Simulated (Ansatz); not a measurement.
A relaxed cell of Mg₃CdSe₄ is given with its symmetry left out. The cell was found from a structure generator's guess, not taken from experiment.

These are results of Ansatz, DFT PBE, scalar-relativistic, plane waves, PAW, not measurements. Cutoff 420 eV, Γ-centred mesh, Gaussian smearing, no spin polarisation.

```xyz
8
Lattice="3.9405 0.0000 0.0000 0.0000 3.9405 0.0000 0.0000 0.0000 11.1693" Properties=species:S:1:pos:R:3 pbc="T T T"
Mg    0.0000    0.0000    8.3395
Mg    0.0000    0.0000    2.8298
Mg    1.9702    1.9702    5.5847
Cd    1.9702    1.9702    0.0000
Se    0.0000    0.0000    0.0000
Se    1.9702    1.9702    2.8556
Se    0.0000    0.0000    5.5847
Se    1.9702    1.9702    8.3137
```

The zero of energy is the elements' standard structures at the same level; no fitted shifts are applied.

(1) What space group does it have?

(2) How far does it lie from the elements in energy?

(3) Is it a metal?

Results:

(1) P4/mmm (No. 123), with Mg and Cd ordered on rock salt sites. Conventional cell: a = 3.940 Å, c = 11.169 Å. Around Mg on a site of symmetry 4mm lie 6 Se at 2.75–2.83 Å; Mg on a site of symmetry 4/mmm is surrounded by 6 Se at 2.73–2.79 Å; Cd is surrounded by 6 Se at 2.79–2.86 Å; Se on a site of symmetry 4/mmm is surrounded by 4 Cd at 2.79 Å and 2 Mg at 2.83 Å; 2 more sites not described.

(2) −1.040 eV/atom.

(3) No, the gap on the 10×10×4 mesh is 0.39 eV.

The last run used a 10×10×4 mesh (in the run's order of axes) for its 8-atom cell and Gaussian smearing of 0.02 eV. Kohn–Sham gaps at this level usually fall short of measured ones. The reference form of Se is held partly by dispersion forces, which this level lacks. Small gaps are read on the mesh alone, and bands can cross between its points. A structure relaxed within its symmetry needn't be a true minimum. Another cell of Mg3CdSe4 relaxed alike, in P-43m, lies 59 meV/atom lower, so this cell isn't the stable form at this level.
